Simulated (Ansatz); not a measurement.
Input file for Ansatz (a first-principles code):

Ansatz 0.2 input:
```yaml
crystal:
  lattice:
    - [4.2068093837, 0.0, 0.0]
    - [-2.1034046918, 3.6432037951, 0.0]
    - [0.0, 0.0, 4.7949800555]
  atoms:
    - { symbol: Sr, position: [0.0, 0.0, 0.0054732682] }
    - { symbol: Al, position: [0.6666666667, 0.3333333333, 0.4652542102] }
    - { symbol: Si, position: [0.3333333333, 0.6666666667, 0.5546268958] }
    - { symbol: H, position: [0.6666666667, 0.3333333333, 0.0976456259] }
kpoints:
  mp_grid: { grid: [8, 8, 6] }
basis: { xc_grid: 2, fft_grid_basis: typed }
hamiltonian:
  xc: pbesol
  pseudopotentials: { kind: paw }
scf:
  occupations: { method: fixed }
checkpoint: { read: static.run }
output: { write_density: true, elf: true, volumetric_format: npy }
```

Output (shortened):

```
Pseudopotential: Sr, paw, valence charge 10
Pseudopotential: Al, paw, valence charge 3
Pseudopotential: Si, paw, valence charge 4
Pseudopotential: H, paw, valence charge 1
Functional definition: PBEsol
Crystal: 4 atoms, lattice volume = 73.489 Å³
Basis set: ecut = 420 eV, 1427 PW (Γ), exchange–correlation on 60×60×72 points (8 copies of the dense FFT grid, shifted against one another)
Bands: 13, of which v1, the nominal top of the filled ones, is band 9 counted from 1 (8 counted from 0)
Symmetry: 6 space group operations
Space group: P3m1 (ITA 156), of the structure as read, at distance tolerance 4.2e-5 Å
k-points: 50 of 384 (time reversal used)
Stability of the state it starts from, as read at its close in the unpolarized treatment …
iter 1 solved again at ethr=8.95e-7 eV; its pass at ethr=3.10e-3 eV (dr2=1.61e-4 eV) is discarded
SCF iter   1: F=—  HF=-4655.751707 eV  |F-HF|=—  |Δ(HF+E_count)|=         —  Δρ=1.23e-6  dr2=8.80e-10  ethr=8.95e-7  ⟨swp⟩=3.2  Hψ=5847  notcnv=0  defer=98
preconditioner: auto → none
SCF iter   2: F=—  HF=-4655.751710 eV  |F-HF|=—  |Δ(HF+E_count)|=   2.80e-6  Δρ=8.79e-7  dr2=5.42e-10  ethr=4.89e-12  ⟨swp⟩=9.0  Hψ=4839  notcnv=0
SCF iter   3: F=-4655.751710 eV  HF=-4655.751710 eV  |F-HF|=7.37e-11  |Δ(HF+E_count)|=  1.26e-10  Δρ=5.08e-7  dr2=1.52e-10  ethr=3.01e-12  ⟨swp⟩=1.0  Hψ=1701  notcnv=0
SCF 1 converged in 3 iterations: F = -4655.751710 eV  dr2 = 1.52e-10
SCF converged after 3 iterations
Free energy (F): -4655.751710 eV
Harris-Foulkes:  -4655.751710 eV  (|F-HF|=7.37e-11)
Internal energy: -4655.751710 eV  (E = F + TS)
E sigma→0 (E₀):  -4655.751710 eV
Fermi energy:    7.218246 eV
--- Per-component energies (eV) ---
  E_band       = -81.953405
  E_kinetic    = 322.248230
  E_local      = -695.228026  (includes V_loc(G=0)·N_el)
  E_nonlocal   = 240.961362
  E_hartree    = 174.013546
  E_xc         = -274.973331
  E_vxc        = -249.604038  (∫ρ·V_xc dr)
  E_paw        = -3598.750000  (= ΣΔE_a)
  E_vpaw       = -48.356713  (= ΣTr[D̂ρ^β])
  E_aug_tail   = -0.001179  (compensation charges beyond the density's cutoff)
  E_ewald      = -824.207359
  E_core_change = 0.185047  (= ΣΔE_core)
  E_smearing   =  0.000000  (= −TS)
  E_closure    = 0.000000  (closes the sum)
  Σ components = -4655.751710   (vs F -4655.751710, Δ=0.00e0)
  [band-id]    e_kinetic+e_local+e_nonlocal+2·e_hartree+e_vxc+e_vpaw+e_augmentation_tail = -81.953272   (vs E_band -81.953405, Δ=1.33e-4)
--- Band table (eV; the first three rows and the last of 50) ---
  k-point 0: bands = ["-27.6802", "-9.8447", "-9.6596", "-9.6596", "-2.3905", "2.8574", "5.7764", "6.3321", "6.3321", "8.5790", "9.9984", "9.9984", "11.5709"]
  k-point 1: bands = ["-27.6799", "-9.8673", "-9.6584", "-9.6584", "-2.2326", "2.3914", "6.1681", "6.4236", "6.4236", "8.7923", "9.4945", "9.4945", "11.1212"]
  k-point 2: bands = ["-27.6791", "-9.9116", "-9.6561", "-9.6561", "-1.8568", "1.5712", "6.6379", "6.6379", "6.8519", "8.9412", "8.9412", "9.2241", "10.1888"]
  k-point 49: bands = ["-27.6626", "-9.8728", "-9.8483", "-9.7873", "-0.0779", "1.1969", "3.1912", "4.2478", "5.8273", "9.4553", "10.7827", "12.1296", "12.2584"]
```

Cost: roughly 5 core-seconds on shared cores.

The first step of the workflow began from a Materials Project structure, measured or hypothetical; the Crystallography Open Database copy checked does not list it. Its standing as an ambient phase is unchecked. The PBEsol relaxation kept the symmetry of its start; its stability against distortions is not shown here. Scalar-relativistic: spin–orbit coupling is off unless named, which matters more the heavier the elements.

Potentials: the later of the program's two PAW sets.

Ansatz is a plane-wave DFT program.
